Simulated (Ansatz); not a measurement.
B:
```cif
data_B8
_chemical_formula_sum 'B8'
_space_group_name_H-M_alt 'Fd-3m :1'
_space_group_IT_number 227
_space_group_name_Hall 'F 4d 2 3 -1d'
_cell_length_a 4.05279
_cell_length_b 4.05279
_cell_length_c 4.05279
_cell_angle_alpha 90.000
_cell_angle_beta 90.000
_cell_angle_gamma 90.000
loop_
_atom_site_label
_atom_site_type_symbol
_atom_site_symmetry_multiplicity
_atom_site_Wyckoff_symbol
_atom_site_fract_x
_atom_site_fract_y
_atom_site_fract_z
_atom_site_occupancy
B1 B 8 b 0.50000 0.50000 0.50000 1
```
(The calculation used a cell of 2 atoms; values per cell refer to that cell.)

Relaxed with r²SCAN.

Question: Decompose the optical modes at the zone centre into irreducible representations, and say which are infrared and Raman allowed.

Answer: Point group m-3m: Γ_opt = T2g. Infrared: none. Raman: T2g.

Question: Assign frequencies (DFPT, r²SCAN in the plane-wave PAW code Ansatz).

Answer: T2g 509 cm⁻¹.

The cell is a constructed one: a structure type filled with these elements; neither database checked (COD, Materials Project) lists it. It is not the phase usual at ambient conditions (space group No. 166). Symmetry was held in the r²SCAN relaxation. At this level the phase is mechanically unstable. As this level gives no gap, phonon frequencies hold no LO–TO term and depend on the k-mesh and smearing (Fermi–Dirac, 0.1 eV here).

Potentials: the later of the program's two PAW sets.
